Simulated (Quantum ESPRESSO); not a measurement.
In3MgP3S, convergence and cost over cutoff and k mesh

Computed values, not a measurement. The program is pw.x of Quantum ESPRESSO 7.5 (plane-wave density functional theory). The cell is made up: 8 atoms on a zincblende/diamond lattice, with randomly drawn elements, strain and displacements, not relaxed. PseudoDojo standard norm-conserving files (v0.5 for PBE, v0.4.1 for LDA and PBEsol) set the functional; there is no spin polarisation, spin-orbit coupling or dispersion term, and the masses in the input are unused placeholders.

Input of the run in row 2:

```
&control calculation='scf', pseudo_dir='./dojo.nc.sr.pbe.v0_5.standard.upf', outdir='./o', disk_io='medium', tprnfor=.true., tstress=.true. /
&system ibrav=0, nat=8, ntyp=4, nbnd=41, ecutwfc=84.00895049, nosym=.true., tot_charge=0,
 occupations='smearing', smearing='fd', degauss=0.0018374661
/
&electrons conv_thr=7.350e-09, electron_maxstep=60, /
ATOMIC_SPECIES
In 1.0 In.upf
Mg 1.0 Mg.upf
P 1.0 P.upf
S 1.0 S.upf
CELL_PARAMETERS angstrom
5.9462 0.0 0.0
0.0 5.9462 0.0
0.0 0.0 5.9462
ATOMIC_POSITIONS angstrom
In -0.0375 -0.0123 -0.0089
Mg -0.0383 2.9709 2.9852
In 2.9631 0.0055 2.9681
In 3.0023 2.9617 0.0104
P 1.4592 1.5171 1.4895
P 1.4881 4.438 4.458
P 4.4701 1.5068 4.4629
S 4.4356 4.4624 1.5152
K_POINTS automatic
4 4 4 1 1 1
```

The same cell was run at these settings. Meshes are shifted by half a step, and differences are from the last row, which is itself not exact.

| cutoff (eV) | k mesh | k points solved | threshold (eV) | free energy less the last row's (eV) | pressure (GPa) | largest stress difference (GPa) | largest force difference (eV/Å) | iterations | wall time (s) | k-point pools | processor |
| --- | --- | --- | --- | --- | --- | --- | --- | --- | --- | --- | --- |
| 800 | 2 x 2 x 2 | 4 | 1e-04 | 1.087 | -5.93 | 5.45 | 0.022 | 7 | 43 | 1 | AMD EPYC, Zen 5 class |
| 1143 | 4 x 4 x 4 | 32 | 1e-07 | 0.005 | -0.49 | 0.00 | 0.004 | 10 | 504 | 1 | AMD EPYC, Zen 5 class |
| 1437 | 6 x 6 x 6 | 108 | 1e-07 | 0.000 | -0.49 | 0.00 | 0.000 | 10 | 2248 | 1 | AMD EPYC, Zen 5 class |

Each pool is one process. Wall times include start-up and a band step at six k points, which weighs most on the coarsest meshes. The runs were on shared virtual cores whose load varied, so times are rough.